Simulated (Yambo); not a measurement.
```xyz
12
Lattice="2.7979 -5.0146 0.0000 2.7979 5.0146 0.0000 -1.2818 0.0000 6.5823" Properties=species:S:1:pos:R:3 pbc="T T T"
C      1.8366     1.6811     4.9368
C      2.4775    -1.6811     1.6456
O      3.5230    -1.0368     1.2306
O      0.7911     1.0368     5.3518
O      1.4320    -1.0368     2.0606
O      2.8820     1.0368     4.5217
O      2.4775    -2.9773     1.6456
O      1.8366     2.9773     4.9368
K      2.4775     1.6597     1.6456
K      1.8366    -1.6597     4.9368
K      0.0000     0.0000     0.0000
K     -0.6409     0.0000     3.2912
```

The geometry is that of Materials Project entry mp-554072, symmetrised and not relaxed again.

**Question.** Where are the main features of Im ε from RPA with local fields on PBEsol bands (Yambo; 4×4×2 mesh, 148 bands, 3 Ry local-field block, 0.2 eV broadening; field along x)?

**Answer.** Peaks at 7.9 eV (3.0), 12.5 eV (1.4), 14.0 eV (1.1), 16.1 eV (1.5), 17.9 eV (1.1), heights in brackets. Peak heights and small wiggles depend on the k mesh. Convergence of the RPA response with its 4×4×2 mesh was not tested. No excitonic effects at this level.
